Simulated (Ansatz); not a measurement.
SnO:
```xyz
2
Lattice="0.0000 2.7049 2.7049 2.7049 0.0000 2.7049 2.7049 2.7049 0.0000" Properties=species:S:1:pos:R:3 pbc="T T T"
O      1.3524     1.3524     1.3524
Sn     0.0000     0.0000     0.0000
```

Relaxed with r²SCAN. Special points in fractions of this cell's reciprocal vectors: Γ (0.000, 0.000, 0.000); X (0.500, 0.000, 0.500); U (0.625, 0.250, 0.625); K (0.375, 0.375, 0.750); L (0.500, 0.500, 0.500); W (0.500, 0.250, 0.750).

### Question
List the band energies nearest the Fermi level at these points for r²SCAN (plane waves, PAW; program Ansatz).

### Answer
In eV from the Fermi level; about four levels below and three above (degenerate sets whole), none deeper than 8.9 eV; … stands for higher levels left out; points with the same levels are listed once.

| k | below | above |
|---|---|---|
| Γ | -6.46 -3.98 -3.98 -3.98 | … |
| X | -5.18 -5.18 -0.57 -0.13 | … |
| U | -8.02 -5.82 -4.94 -0.31 | 0.81 3.59 … |
| L | -8.32 -4.41 -4.41 -2.43 | 1.76 … |
| W | -7.97 -5.57 -5.52 | 0.06 1.42 2.79 |

Space group F-43m (zinc blende). The start of the workflow was typed in or built on a structure type; neither database checked (COD, Materials Project) lists it. It is not the phase usual at ambient conditions (space group No. 129). The r²SCAN relaxation kept the symmetry of its start. At this level the phase is mechanically unstable. The volume moved by 18 % from the start of the relaxation. Scalar-relativistic: spin–orbit coupling is off unless named, which matters more the heavier the elements.

Potentials: the later of the program's two PAW sets.
